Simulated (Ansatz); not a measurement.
A relaxed cell of MgBe2SeO2 is given with its symmetry left out. The cell was found from a structure generator's guess, not taken from experiment.

The calculation used DFT PBE, scalar-relativistic, plane waves, PAW (Ansatz 0.2.0). Cutoff 420 eV, Γ-centred mesh, Gaussian smearing, no spin polarisation.

```cif
data_structure
_symmetry_space_group_name_H-M 'P 1'
_symmetry_Int_Tables_number 1
_cell_length_a 3.9857
_cell_length_b 3.9857
_cell_length_c 5.7010
_cell_angle_alpha 90.000
_cell_angle_beta 90.000
_cell_angle_gamma 120.000
_cell_volume 78.43
loop_
_atom_site_label
_atom_site_type_symbol
_atom_site_fract_x
_atom_site_fract_y
_atom_site_fract_z
_atom_site_occupancy
Mg1 Mg 0.33333 0.66667 0.50000 1
Be1 Be 0.66667 0.33333 0.00000 1
Be2 Be 0.00000 0.00000 0.50000 1
Se1 Se 0.33333 0.66667 0.00000 1
O1 O 0.66667 0.33333 0.29532 1
O2 O 0.66667 0.33333 0.70468 1
```

Formation energies are uncorrected and refer to the elements' standard structures at the same level (O₂ as a molecule).

**Question.** Find its symmetry and describe it.

**Answer.** P-6m2 (No. 187). Conventional cell: a = 3.986 Å, c = 5.701 Å. Around Mg lie 3 Be at 2.30 Å, 6 O at 2.58 Å and 2 Se at 2.85 Å; around Be on its first site lie 2 O at 1.68 Å and 3 Se at 2.30 Å; around Se lie 3 Be at 2.30 Å, 2 Mg at 2.85 Å and 6 O at 2.85 Å; O is surrounded by 1 Be at 1.68 Å, 1 O at 2.33 Å, 3 Be at 2.58 Å, 3 Mg at 2.58 Å and 3 Se at 2.85 Å; 1 more site not described.

**Question.** How far does it lie from the elements in energy?

**Answer.** −0.17 eV/atom.

**Question.** Is it a metal?

**Answer.** Yes, bands cross the Fermi level on the 12×12×8 mesh.

The last run used a 12×12×8 mesh (in the run's order of axes) for its 6-atom cell and Gaussian smearing of 0.10 eV. The reference form of Se is held partly by dispersion forces, which this level lacks. Symmetry constrained the relaxation, so the result can be a saddle point. Another cell of MgBe2SeO2 relaxed alike, in I4/mmm, lies 1.57 eV/atom lower, so this cell isn't the stable form at this level.
